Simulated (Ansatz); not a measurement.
**Ta (P6_3/mmc), axial (c/a) deformation path**

Theory: DFT r2SCAN, scalar-relativistic, plane waves, PAW in Ansatz 0.2.0. Settings: plane waves to 500 eV, k-mesh 24×24×14 (Γ-centred), Gaussian smearing 0.15 eV. Spin–orbit coupling is left out, which can shift energies with elements as heavy as these. No spin polarisation. Energies are free energies at this smearing, counted from the undisturbed cell; pressure is positive in compression.

Zero of the scan (relaxed at this level; with this scan's settings it stands at 0.1 GPa; this form isn't the usual structure):

```
Ta
1.0
     2.88799    0.00000    0.00000
    -1.44399    2.50107    0.00000
     0.00000    0.00000    5.11811
Ta
2
Direct
  0.66667 0.33333 0.75000
  0.33333 0.66667 0.25000
```

At fixed volume and fractional coordinates, lengths along (0.000, 0.000, 1.000) are scaled against those across it; ρ is that ratio over its starting value. The cell is metallic on the mesh throughout.

```
    ρ  ΔE (meV/atom) pressure (GPa)
0.850          133.1             0.6
0.920           48.0             0.1
0.960              ?               ?
1.000            0.0             0.1
1.050              ?               ?
1.100           81.1             2.3
1.200          306.0             7.3
```

Task: Give the withheld values.

Result: ΔE (meV/atom) at ρ = 0.960: 12.9; pressure (GPa) at ρ = 0.960: -0.1; ΔE (meV/atom) at ρ = 1.050: 20.7; pressure (GPa) at ρ = 1.050: 0.9.

Cost: 7 runs of about 6 core-minutes in all, on Intel Xeon Processor @ 2.50GHz (Skylake/Cascade Lake) (shared hosts).